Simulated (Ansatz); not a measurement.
Space group R-3m:H (No. 166). a = 4.381 Å, b = 4.381 Å, c = 30.323 Å, α = 90.00°, β = 90.00°, γ = 120.00°
```tsv
atom	site	symmetry	x	y	z
Bi	6c	3m	0.6667	0.3333	0.7332
Te	3a	-3m	0.0000	0.0000	0.0000
Te	6c	3m	0.3333	0.6667	0.8767
```

Equation of state of this Bi$_{2}$Te$_{3}$ structure (not necessarily the ground state), with shape and atoms relaxed at each volume where symmetry leaves them free. All numbers below come from Ansatz 0.2.0, DFT PBEsol, scalar-relativistic, plane waves, PAW.

Settings: cutoff 420 eV, Γ-centred mesh 12×12×12 on the computed 5-atom cell, Gaussian smearing of 0.01 eV; no spin polarisation.

```csv
V (Å³/atom),E − E(largest V) (meV/atom),P (GPa),gap on mesh (eV)
31.583,6.60,2.78,0.18
32.591,-5.72,1.22,0.20
33.599,-9.32,-0.01,0.22
34.607,-6.52,-0.82,0.29
35.615,0.00,-1.18,0.44
```

Fit a third-order Birch–Murnaghan equation to E(V).

V0 = 33.60 Å³/atom, B0 = 32 GPa, B0' = 12.5. B0' is unusual or poorly fixed by this range.

Spin-orbit coupling is left out, which matters for the bands of heavy elements.

The gaps are read on the mesh, which can miss the band edges, so they can be too wide.